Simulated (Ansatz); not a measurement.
CuI:
Space group F-43m (No. 216); a = b = c = 6.0229 Å, α = β = γ = 90.00°

```json
[
 {"atom": "I", "site": "4c", "symmetry": "-43m", "x": "0.2500", "y": "0.2500", "z": "0.2500"},
 {"atom": "Cu", "site": "4a", "symmetry": "-43m", "x": "0.0000", "y": "0.0000", "z": "0.0000"}
]
```
(The calculation used a cell of 2 atoms; values per cell refer to that cell.)

Relaxed with r²SCAN. Independent-particle spectrum: no excitons, no local fields, no scissors shift; 0.1 eV broadening; ε₁ of the summed bands alone.

Problem. Tabulate the dielectric function from r²SCAN (plane waves, PAW; program Ansatz).

Solution. 

| E (eV) | ε₁ xx | ε₂ xx |
|---|---|---|
| 0.0 | 5.83 | 0.00 |
| 0.3 | 5.85 | 0.00 |
| 0.6 | 5.91 | 0.00 |
| 0.9 | 6.01 | 0.00 |
| 1.2 | 6.17 | 0.00 |
| 1.5 | 6.46 | 0.00 |
| 1.8 | 6.87 | 0.40 |
| 2.1 | 6.90 | 0.66 |
| 2.4 | 7.08 | 0.81 |
| 2.7 | 7.46 | 1.00 |
| 3.0 | 8.16 | 1.43 |
| 3.3 | 8.62 | 3.49 |
| 3.6 | 6.91 | 3.49 |
| 3.9 | 7.07 | 2.98 |
| 4.2 | 8.28 | 2.89 |
| 4.5 | 11.14 | 6.78 |
| 4.8 | 3.26 | 9.72 |
| 5.1 | 2.74 | 5.80 |
| 5.4 | 3.45 | 4.55 |
| 5.7 | 4.60 | 3.96 |
| 6.0 | 6.24 | 6.30 |
| 6.3 | 4.53 | 7.35 |
| 6.6 | 3.35 | 6.88 |
| 6.9 | 3.81 | 6.64 |
| 7.2 | 4.11 | 8.50 |
| 7.5 | 0.33 | 12.22 |
| 7.8 | -3.65 | 7.88 |
| 8.1 | -3.19 | 4.94 |
| 8.4 | -2.01 | 3.55 |
| 8.7 | -0.82 | 3.15 |
| 9.0 | -0.57 | 4.05 |
| 9.3 | -0.27 | 4.09 |
| 9.6 | -1.16 | 4.02 |
| 9.9 | -1.26 | 3.93 |
| 10.2 | -2.16 | 3.38 |
| 10.5 | -2.17 | 2.66 |
| 10.8 | -1.87 | 1.94 |
| 11.1 | -1.55 | 1.61 |
| 11.4 | -1.21 | 1.37 |
| 11.7 | -0.99 | 1.30 |
| 12.0 | -0.78 | 1.26 |

Problem. From ε at 1.9 eV (xx: 6.86 + 0.52i), find n, k, the normal reflectivity and the absorption coefficient.

Solution. n = 2.62, k = 0.099, R = 20 %, α = 2kE/ħc = 19000 cm⁻¹.

With all bands, ε∞ without local fields is 5.95. DFPT, with local fields, gives 5.70.

The cell was relaxed with r²SCAN under the symmetry of its start; phonons on a q-mesh show no instability. The run is not spin-polarised. Spin–orbit coupling is left out wherever it is not named.

Potentials: the later of the program's two PAW sets.
